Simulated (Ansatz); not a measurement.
TiSi₂ (C54 type, space group Fddd)

```xyz
6
Lattice="0.0000 4.1160 4.2609 2.3902 0.0000 4.2609 2.3902 4.1160 0.0000" Properties=species:S:1:pos:R:3 pbc="T T T"
Si     2.3902     5.4537     4.2609
Si     2.3902     2.7783     4.2609
Si     3.5853     4.8364     6.3914
Si     3.5853     7.5117     6.3914
Ti     0.0000     0.0000     0.0000
Ti     1.1951     2.0580     2.1305
```

The slice is a (110) plane (indices of the conventional cell) through the point (0.250, 0.250, 0.250) (fractional), spanned by u = [1 -1 0] and v = [1 1 -1] in vectors of this cell: u (4.76 Å) and v (8.52 Å, at 90° to u). It covers one period; positions are fractions (u, v).

Calculation: r2SCAN (plane waves to 500 eV, PAW, scalar-relativistic; Ansatz, a quantum-chemistry and plane-wave program). k mesh 13×13×13. Near the nuclei the fields are pseudised (PAW); where an atom keeps semicore shells as valence, they peak there. The PAW data are Ansatz's earlier set. TiSi2 is run without spin polarisation. TiSi2 was relaxed with its symmetry unable to fall.

Three fields on this plane, each scaled to ten steps between its own extremes (0 low, 9 high; the total valence density on a logarithmic scale, the potential cut 8 eV below its top; x marks points blanked near nuclei; v = 0 in the bottom row):

Map A
```
|xxx798897xx|
|xx48999984x|
|55336996345|
|84xxx55xxx4|
|71xxx33xxx1|
|83xxx55xxx3|
|97325995237|
|97325995237|
|72xxx77xxx2|
|5xxxx55xxxx|
|72xxx77xxx2|
|98434555348|
|99970xx0799|
|8993xxxx399|
|7881xxxx188|
|8994xxxx499|
|57980xx0897|
|xx59866895x|
|xxx898898xx|
|xxx697796xx|
```

Map B
```
|xxx132231xx|
|xx14200241x|
|24885115884|
|79xxx55xxx9|
|67xxx77xxx7|
|24xxx55xxx4|
|03897227983|
|14996006994|
|46xxx22xxx6|
|6xxxx66xxxx|
|46xxx77xxx6|
|13797227973|
|01430xx0341|
|2220xxxx022|
|6640xxxx046|
|7750xxxx057|
|22420xx0242|
|xx03322330x|
|xxx267762xx|
|xxx156651xx|
```

Map C
```
|xxx222222xx|
|xx54200245x|
|56875115786|
|68xxx55xxx8|
|57xxx66xxx7|
|25xxx55xxx5|
|03896226983|
|14896006984|
|46xxx33xxx6|
|6xxxx66xxxx|
|46xxx77xxx6|
|13687557863|
|01348xx8431|
|2224xxxx422|
|5536xxxx635|
|6534xxxx435|
|54226xx6224|
|xx32355323x|
|xxx346643xx|
|xxx345543xx|
```

**Question.** Assign the maps to these fields: electron localisation function (ELF); valence electron density; electrostatic potential energy of an electron, from the cell's mean.

**Answer.** A is the electrostatic potential energy of an electron, from the cell's mean; B is the electron localisation function (ELF); C is the valence electron density.
